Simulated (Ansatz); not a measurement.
YAlGe:
```
CELL_PARAMETERS angstrom
      2.01750    -5.23434     0.00000
      2.01750     5.23434     0.00000
      0.00000     0.00000     5.75723
ATOMIC_POSITIONS crystal
  Y  0.68984 0.31016 0.75000
  Y  0.31016 0.68984 0.25000
  Ge 0.39497 0.60503 0.75000
  Ge 0.60503 0.39497 0.25000
  Al 0.00000 0.00000 0.50000
  Al 0.00000 0.00000 0.00000
```

Relaxed with r²SCAN. Special points in fractions of this cell's reciprocal vectors: Γ (0.000, 0.000, 0.000); Y (-0.500, 0.500, 0.000); C0 (-0.287, 0.713, 0.000); Σ0 (0.287, 0.287, 0.000); Z (0.000, 0.000, 0.500); A0 (0.287, 0.287, 0.500); E0 (-0.287, 0.713, 0.500); T (-0.500, 0.500, 0.500); S (0.000, 0.500, 0.000); R (0.000, 0.500, 0.500).

Q: List the band energies nearest the Fermi level at these points for r²SCAN in the plane-wave PAW code Ansatz.

A: In eV from the Fermi level; about four levels below and three above (degenerate sets whole), none deeper than 8.9 eV; points with the same levels are listed once.

```
k                     below                above
--  -----------------------  -------------------
Γ   -1.94 -1.88 -1.71 -0.79       0.91 1.42 2.41
Y   -2.17 -1.95 -1.09 -0.37       0.72 1.32 1.73
C0  -2.77 -2.69 -1.38 -1.18       0.37 0.45 2.57
Z   -2.18 -2.18 -1.03 -1.03  1.19 1.19 1.78 1.78
A0  -1.68 -1.68 -1.18 -1.18  0.91 0.91 2.15 2.15
T   -1.60 -1.60 -0.30 -0.30  1.39 1.39 1.39 1.39
S   -2.18 -1.83 -1.00 -0.27       0.85 2.51 3.69
R   -2.22 -2.22 -1.15 -1.15  1.15 1.15 2.39 2.39
```

Space group Cmcm. The workflow started from an entry of the Crystallography Open Database (COD). Whether it is the stable phase at ambient conditions was not checked. The r²SCAN relaxation kept the symmetry of its start; its stability against distortions is not shown here. No spin polarisation was allowed. Spin–orbit coupling is left out wherever it is not named.

Potentials: the later of the program's two PAW sets.
